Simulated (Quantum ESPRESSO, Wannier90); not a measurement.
## Tight-binding from DFT: Mg$_{2}$Si (Fm-3m)

```yaml
crystal:
  lattice:
    - [0.00000, 3.16982, 3.16982]
    - [3.16982, 0.00000, 3.16982]
    - [3.16982, 3.16982, 0.00000]
  atoms:
    - { symbol: Mg, position: [0.25000, 0.25000, 0.25000] }
    - { symbol: Mg, position: [0.75000, 0.75000, 0.75000] }
    - { symbol: Si, position: [0.00000, 0.00000, 0.00000] }
```

Materials Project entry mp-1367; symmetrised, unrelaxed at this level. COD (Crystallography Open Database) has an entry of this formula and space group (matched by these alone). Method: PBEsol plane waves in Quantum ESPRESSO 7.5 (PseudoDojo norm-conserving files, 68 Ry, no spin polarisation, no spin-orbit coupling), Bloch states on a 8×8×8 mesh through Γ, Wannier90 4.0.1. Density: 8×8×8 mesh, cold smearing 0.01 Ry. The gap is small at this level and was sampled on the meshes and a path alone.

Functional, cutoff and mesh named above are those of the base row (8×8×8); the first column says what each row takes instead. Model: 4 functions from bands 9-12, start SCDM (isolated) (the valence bands). Energies are relative to the valence-band maximum; the misfit is to pw.x on a path, for all bands of the set. Only the mesh of Bloch states changes. Ω_total can sit in another minimum from row to row; Ω_I of an isolated set cannot.

```
mesh      Ω_I (Å²)  Ω_total (Å²)  rms misfit (meV)  k-points (cost)  rough cost of nscf and overlaps (first row = 1)
--------  --------  ------------  ----------------  ---------------  -----------------------------------------------
3×3×3         6.97          8.87               230               27                                              1.0
4×4×4         8.31         10.42                73               64                                              2.2
5×5×5         9.33         11.53                65              125                                                4
7×7×7            …         12.88                21              343                                                9
8×8×8        11.05         13.29               9.5              512                                               20
10×10×10     11.59         13.81               4.2             1000                                               40
```

Task: What belongs in the gaps?

Result: 
- 7×7×7, Ω_I (Å²): 10.64
